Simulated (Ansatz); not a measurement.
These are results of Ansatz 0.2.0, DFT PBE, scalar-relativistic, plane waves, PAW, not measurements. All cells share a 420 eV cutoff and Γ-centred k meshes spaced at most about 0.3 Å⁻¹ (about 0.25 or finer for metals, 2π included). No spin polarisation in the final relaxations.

Temperature and zero-point effects are left out. All come from trial cells, and lower structures may exist.

Question: Which of these relaxed structures of GaSe₄ is the lowest in energy?
A.

Space group Pm-3m (No. 221). a = 5.143 Å, b = 5.143 Å, c = 5.143 Å, α = 90.00°, β = 90.00°, γ = 90.00°
```tsv
atom	site	symmetry	x	y	z
Ga	1b	m-3m	0.5000	0.5000	0.5000
Se	3d	4/mm.m	0.5000	0.0000	0.0000
Se	1a	m-3m	0.0000	0.0000	0.0000
```

B.

Space group Im-3m (No. 229). a = 6.216 Å, b = 6.216 Å, c = 6.216 Å, α = 90.00°, β = 90.00°, γ = 90.00°
```tsv
atom	site	symmetry	x	y	z
Ga	2a	m-3m	0.0000	0.0000	0.0000
Se	8c	.-3m	0.2500	0.2500	0.2500
```

Answer: B. It has space group Im-3m (No. 229); the next, A, with space group Pm-3m (No. 221), lies 65 meV/atom higher. Counting Se atoms around Ga (those within 1.25 times the shortest such distance or 1.15 times the sum of covalent radii, 1.27 where that leaves under three; a plus sign parts nearer from farther groups; the shortest distance is added where it exceeds 1.18 times the sum of covalent radii), the lowest has Ga 8 and the next has Ga 12+8 from 3.6 Å. The next holds Se–Se bonds in all directions (shortest 2.57 Å); in the lowest the shortest Se–Se distance is 3.11 Å. Even the lowest lies +0.31 eV/atom against the elements.

In Im-3m, Pm-3m an odd number of electrons in the primitive cell allows no gap without spin; a larger cell or a magnetic state could open one. Ga stands nearly free of neighbours here, and without spin polarisation the energy of such atoms comes out too high. A magnetic state wasn't ruled out in cells without spin, among them Im-3m, Pm-3m. Cells relaxed within their symmetry can be saddle points. Some structure types and database cells were kept out of the candidates from the start, so a known form may be missing.
